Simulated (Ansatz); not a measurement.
CeCoGeH: single run (Ansatz)

The input file (Ansatz 0.2.0, plane waves):

```yaml
crystal:
  lattice:
    - [4.009349, 0.0, 0.0]
    - [0.0, 4.009349, 0.0]
    - [0.0, 0.0, 7.676316]
  atoms:
    - { symbol: Ce, position: [0.25, 0.25, 0.6709] }
    - { symbol: Ce, position: [0.75, 0.75, 0.3291] }
    - { symbol: H, position: [0.25, 0.75, 0.5] }
    - { symbol: H, position: [0.75, 0.25, 0.5] }
    - { symbol: Ge, position: [0.25, 0.25, 0.1643] }
    - { symbol: Ge, position: [0.75, 0.75, 0.8357] }
    - { symbol: Co, position: [0.75, 0.25, 0.0] }
    - { symbol: Co, position: [0.25, 0.75, 0.0] }
  symmetry: { tolerance: 0.0003 }
kpoints:
  mp_grid: { grid: [5, 5, 3], shift: [0, 0, 0] }
magnetization:
  spin_polarized: false
scf:
  occupations: { method: gaussian, width: 0.2121 }
hamiltonian:
  pseudopotentials: { kind: paw }
  xc: r2scan
basis:
  ecutwfc: 500
output:
  forces: true
  stress: true
  eigenvalues: true
accuracy: high
```

Launch command:

```bash
ansatz run input.yaml --threads 1 --pin off --max-ram 2560MiB --backend cpu --events-out ev --progress --plain --runs-dir out
```

Origin of the cell: a database entry, scaled a little.

Output (shortened):

```
band count auto-derived: 63 (N_el = 88.0; filled up to band 44; 53 by the electrons, moments and atoms)
Pseudopotentials: kind: paw
Pseudopotential: Ce, paw, valence charge 12, recommended cutoff 500 eV (meta_gga), Ce.paw.azcp
Pseudopotential: H, paw, valence charge 1, recommended cutoff 500 eV (meta_gga), H.paw.azcp
Pseudopotential: Ge, paw, valence charge 14, recommended cutoff 500 eV (meta_gga), Ge.paw.azcp
Pseudopotential: Co, paw, valence charge 17, recommended cutoff 500 eV (meta_gga), Co.paw.azcp
Functional definition: r2SCAN
  exchange = r2scan_x(k0 = k0, k1 = k1, a1 = a1)
  correlation = r2scan_c
Crystal: 8 atoms, lattice volume = 123.396 Å³
Basis set: ecut = 500 eV, 3171 PW (Γ), exchange–correlation on 180×180×320 points (125 copies of the dense FFT grid, shifted against one another)
[… 15 lines left out …]
Initial density: superposition of atomic densities (chi_scale 0.1, normalization cell, long waves kept (reshape's long-wave potential 0.22 eV rms))
Functional: x = r2scan, c = r2scan; τ floored in thin density (d = 2e-4 eV/Å³)
SCF iter   1: F=—  HF=-32093.828124 eV  Δρ=1.49e-1  dr2=1.99e1  dr2_τ=2.17e-1
SCF iter   2: F=—  HF=-32087.215426 eV  Δρ=1.56e-1  dr2=2.16e1  dr2_τ=6.03e-1  defer=145
SCF iter   3: F=—  HF=-32087.678553 eV  Δρ=1.51e-1  dr2=2.56e1  dr2_τ=2.74e-1  defer=25
SCF iter   4: F=—  HF=-32086.414785 eV  Δρ=2.07e-2  dr2=3.64e-1  dr2_τ=1.70e-2  defer=50
SCF iter   5: F=—  HF=-32085.269873 eV  Δρ=1.38e-2  dr2=1.40e-1  dr2_τ=3.77e-3  defer=16
SCF iter   6: F=—  HF=-32085.193088 eV  Δρ=4.64e-3  dr2=2.60e-2  dr2_τ=7.62e-4  defer=16
SCF iter   7: F=—  HF=-32085.012264 eV  Δρ=5.36e-3  dr2=4.65e-2  dr2_τ=2.41e-4  defer=16
SCF iter   8: F=—  HF=-32084.906958 eV  Δρ=1.24e-3  dr2=4.35e-3  dr2_τ=7.52e-5  defer=13
SCF iter   9: F=—  HF=-32084.888244 eV  Δρ=3.99e-3  dr2=1.82e-2  dr2_τ=1.20e-3  defer=9
SCF iter  10: F=—  HF=-32084.922655 eV  Δρ=1.70e-3  dr2=3.68e-3  dr2_τ=8.10e-5  defer=7
[… 11 lines left out …]
SCF iter  22: F=—  HF=-32084.924481 eV  Δρ=2.93e-6  dr2=7.77e-9  dr2_τ=2.52e-10
SCF iter  23: F=—  HF=-32084.924481 eV  Δρ=1.02e-6  dr2=1.03e-9  dr2_τ=5.42e-11
SCF iter  24: F=—  HF=-32084.924481 eV  Δρ=3.74e-7  dr2=1.96e-10  dr2_τ=3.38e-12
SCF iter  25: F=—  HF=-32084.924481 eV  Δρ=2.33e-7  dr2=9.07e-11  dr2_τ=4.36e-13
SCF iter  26: F=—  HF=-32084.924481 eV  Δρ=1.86e-7  dr2=5.78e-11  dr2_τ=2.57e-13
SCF iter  27: F=—  HF=-32084.924481 eV  Δρ=1.39e-7  dr2=3.10e-11  dr2_τ=1.53e-13
SCF iter  28: F=—  HF=-32084.924481 eV  Δρ=1.02e-7  dr2=1.52e-11  dr2_τ=9.24e-14
SCF iter  29: F=—  HF=-32084.924481 eV  Δρ=8.84e-8  dr2=1.16e-11  dr2_τ=7.82e-14
SCF iter  30: F=—  HF=-32084.924481 eV  Δρ=3.84e-8  dr2=2.13e-12  dr2_τ=6.84e-14
SCF iter  31: F=-32084.924481 eV  HF=-32084.924481 eV  Δρ=5.88e-8  dr2=5.88e-12  dr2_τ=3.22e-14
SCF 1 converged in 31 iterations: F = -32084.924481 eV  dr2 = 5.88e-12
SCF converged after 31 iterations
Free energy (F): -32084.924481 eV
Harris-Foulkes:  -32084.924481 eV  (|F-HF|=1.09e-11)
Internal energy: -32084.753696 eV  (E = F + TS)
E sigma→0 (E₀):  -32084.839089 eV
Entropy (-TS):   -0.170785 eV (-21.348 meV/atom)
Fermi energy:    13.602749 eV
--- Per-component energies (eV) ---
  E_band       = -885.972210
  E_kinetic    = 1911.242661
  E_local      = -16418.453844  (includes V_loc(G=0)·N_el)
  E_nonlocal   = 1659.255989
  E_hartree    = 7326.993235
  E_xc         = -915.931011
  E_vxc        = -1183.966282  (∫ρ·V_xc dr)
  E_paw        = -18107.015716  (= ΣΔE_a)
  E_vpaw       = -1575.985378  (= ΣTr[D̂ρ^β])
  E_aug_tail   = -0.000792  (compensation charges beyond the density's cutoff)
  E_vtau       = 67.949205  (kinetic-family band-sum trace: ∫τ·v_τ [+ j·A + Jᵃ·Aᵃ] dr)
  E_ewald      = -7538.247029
  E_core_change = -2.597191  (= ΣΔE_core)
  E_smearing   = -0.170785  (= −TS)
  Σ components = -32084.924481   (vs F -32084.924481, Δ=0.00e0)
--- Forces (eV/Å), atoms counted from 1 ---
  atom   1  Ce    -0.000000     0.000000     0.521756
  atom   2  Ce     0.000000     0.000000    -0.521756
  atom   3  H     -0.000000     0.000000     0.000000
  atom   4  H      0.000000     0.000000    -0.000000
  atom   5  Ge     0.000000     0.000000    -0.087435
  atom   6  Ge    -0.000000     0.000000     0.087435
  atom   7  Co    -0.000000     0.000000    -0.000000
  atom   8  Co     0.000000     0.000000     0.000000
  max |Σ_I F_I| component: 0.00e0 eV/Å
--- Stress (GPa, compression-positive) ---
       -4.731375      -0.000000       0.000000
       -0.000000      -4.731375       0.000000
        0.000000       0.000000      -4.961074
  P = ⅓ Tr σ = -4.8079 GPa (-48.079 kbar)
```

Caveats: f shells without a U or exact exchange are poorly placed; no spin polarisation, so a magnetic state may lie lower; no spin-orbit coupling, though heavy elements are present; the k mesh is coarse if the cell is a metal; wide smearing.

The run took 100 s on 1 thread of Arm Neoverse V1, with other jobs on the host, peak memory 1 GiB, from the program's own first density.
